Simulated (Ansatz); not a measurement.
Relax this structure to zero stress and force, keeping its symmetry:

```
CELL_PARAMETERS angstrom
4.14400 0.00000 0.00000
0.00000 4.14400 0.00000
0.00000 0.00000 4.14400
ATOMIC_POSITIONS crystal
In 0.00000 0.00000 0.00000
Ag 0.00000 0.50000 0.50000
Ag 0.50000 0.00000 0.50000
Ag 0.50000 0.50000 0.00000
```

Theory: DFT r2SCAN, scalar-relativistic, plane waves, PAW (Ansatz).

Settings: cutoff 500 eV, Γ-centred mesh 10×10×10 on the computed 4-atom cell, Gaussian smearing of 0.10 eV; no spin polarisation.

Task: What does it relax to?

Result: The volume goes up by 0.55 Å³/atom to 18.34 Å³/atom, and the energy falls by 4.9 meV/atom. Final structure:
```cif
data_structure
_symmetry_space_group_name_H-M 'P 1'
_symmetry_Int_Tables_number 1
_cell_length_a 4.1861
_cell_length_b 4.1861
_cell_length_c 4.1861
_cell_angle_alpha 90.000
_cell_angle_beta 90.000
_cell_angle_gamma 90.000
_cell_volume 73.35
loop_
_atom_site_label
_atom_site_type_symbol
_atom_site_fract_x
_atom_site_fract_y
_atom_site_fract_z
_atom_site_occupancy
In1 In 0.00000 0.00000 0.00000 1
Ag1 Ag 0.00000 0.50000 0.50000 1
Ag2 Ag 0.50000 0.00000 0.50000 1
Ag3 Ag 0.50000 0.50000 0.00000 1
```

Course of the relaxation (steps run on the plane waves of an earlier cell, and the basis is chosen afresh near the end, so energy and pressure can step there; trial steps that raised the energy were taken back; energies are free energies):

```csv
step,E − E_final (meV/atom),P (GPa),V (Å³/atom)
1,4.9,2.99,17.79
2,7.0,-2.92,19.00
3,0.4,-0.25,18.39
4,0.3,-0.02,18.34
5,0.0,0.00,18.34
```